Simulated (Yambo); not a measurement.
Yambo run on LuAgO₂ (space group R-3m, No. 166) under isotropic strain of -1.5 % on all lattice vectors. The wavefunctions come from this Quantum ESPRESSO step (PBEsol, PseudoDojo standard norm-conserving files, scalar-relativistic):

```
&CONTROL
  calculation = 'nscf'
  pseudo_dir = './pseudo'
  outdir = './out'
/
&SYSTEM
  ibrav = 0
  nat = 4
  ntyp = 3
  ecutwfc = 100.0
  ecutrho = 400.0
  occupations = 'fixed'
  force_symmorphic = .true.
  nbnd = 130
/
&ELECTRONS
  conv_thr = 4e-09
  diago_full_acc = .true.
  diago_thr_init = 1e-08
/
ATOMIC_SPECIES
O 15.9990 O.upf
Ag 107.8682 Ag.upf
Lu 174.9668 Lu.upf
CELL_PARAMETERS angstrom
  1.668247583768   0.963163191563   6.070950062747
 -1.668247583768   0.963163191563   6.070950062747
  0.000000000000  -1.926326383127   6.070950062747
ATOMIC_POSITIONS crystal
O   0.889710662300   0.889710662300   0.889710662300
O   0.110289337700   0.110289337700   0.110289337700
Ag  -0.000000000000   0.000000000000   0.000000000000
Lu   0.500000000000   0.500000000000   0.500000000000
K_POINTS automatic
4 4 4 0 0 0
```

Yambo input:

```
rim_cut
gw0
dyson
el_el_corr
HF_and_locXC
ppa
em1d
RandQpts= 1000000
RandGvec= 1 Ry
EXXRLvcs= 100 Ry
VXCRLvcs= 400 Ry
Chimod= "HARTREE"
% BndsRnXp
 6 | 128 |
%
NGsBlkXp= 8 Ry
% LongDrXp
 1.0 | 1.0 | 1.0 |
%
PPAPntXp= 27.2114 eV
% GbndRnge
 1 | 128 |
%
GTermKind= "BG"
DysSolver= "n"
ExtendOut
% QPkrange
 1 | 1 | 28 | 29 |
 3 | 3 | 28 | 29 |
 7 | 7 | 28 | 29 |
%
```

k points by index: 1 = Γ, 3 = L, 7 = F.

Table of the .qp output:

```
#    K-point    Band    Eo [eV]    E [eV]    E-Eo [eV]    Vxc [eV]    Vnlxc [eV]    Sc|Eo [eV]    Sc|E [eV]    dSc/dw|Eo [eV]    Re(Z)    Im(Z)
#
    1    28    -0.838207    -0.201234E-3    0.838006    -26.45461    -30.30045    4.910049    4.683846    -7.346066    0.787423    -0.001187
    1    29    2.289603    2.998411    0.708808    -18.50498    -14.68458    -2.952479    -3.111590    -6.107728    0.816689    -0.001027
    3    28    0.000000    -0.397816    -0.397816    -23.07100    -27.19827    3.631155    3.729456    -6.722436    0.801894    -0.001109
    3    29    2.834081    3.229954    0.395874    -11.16505    -7.403012    -3.289331    -3.366166    -5.280580    0.837479    -0.937068E-3
    7    28    -0.354980    -1.028513    -0.673534    -22.42656    -26.93379    3.666903    3.833703    -6.737893    0.801529    -0.001127
    7    29    3.414323    3.879963    0.465641    -11.37466    -7.524621    -3.292146    -3.384397    -5.390181    0.834664    -0.964423E-3
```
(The two width columns are left out.) Convergence of these settings isn't established.

Spin-orbit coupling is not included.

Geometry strained from the cell relaxed with PBEsol, atoms relaxed again.

The structure is a Materials Project entry; no match was found in the copy of COD used, and its stability was not checked.
